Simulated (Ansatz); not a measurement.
**Kick test of a cell of AlGa₅P₆**

It was reached by relaxing an invented guess, and it needn't be the stable form of this composition.

Theory: DFT PBE, scalar-relativistic, plane waves, PAW in Ansatz 0.2.0. Cutoff 420 eV; k points 8×8×2 on the computed 12-atom cell (Γ-centred); Gaussian smearing, width 0.02 eV; no spin polarisation.

The cell below (12 atoms, space group P-4m2 (No. 115)) is relaxed within its symmetry.

```cif
data_structure
_symmetry_space_group_name_H-M 'P 1'
_symmetry_Int_Tables_number 1
_cell_length_a 3.8946
_cell_length_b 3.8946
_cell_length_c 16.5109
_cell_angle_alpha 90.000
_cell_angle_beta 90.000
_cell_angle_gamma 90.000
_cell_volume 250.43
loop_
_atom_site_label
_atom_site_type_symbol
_atom_site_fract_x
_atom_site_fract_y
_atom_site_fract_z
_atom_site_occupancy
Al1 Al 0.50000 0.50000 0.50000 1
Ga1 Ga 0.00000 0.00000 0.00000 1
Ga2 Ga 0.50000 0.50000 0.16666 1
Ga3 Ga 0.00000 0.00000 0.33331 1
Ga4 Ga 0.00000 0.00000 0.66669 1
Ga5 Ga 0.50000 0.50000 0.83334 1
P1 P 0.50000 0.00000 0.24996 1
P2 P 0.00000 0.50000 0.41704 1
P3 P 0.50000 0.00000 0.58296 1
P4 P 0.00000 0.50000 0.75004 1
P5 P 0.50000 0.00000 0.91667 1
P6 P 0.00000 0.50000 0.08333 1
```

For the test it was strained at random (σ = 1.5 % a component), the atoms were moved at random (σ = 0.15 Å), and all was relaxed again on a coarse 4×4×1 mesh (in the run’s order of axes) with 0.10 eV smearing, with no symmetry imposed.

**Question.** Is the structure stable against such a distortion?

**Answer.** It returns, within 1 meV/atom of the unmoved cell on that mesh and with the same symmetry when read at 0.1 Å (C2 at 0.01 Å, so small strains and shifts remain). So it is stable against the distortions that fit this cell and that this random move excites. Modes that don't fit the cell aren't tested.
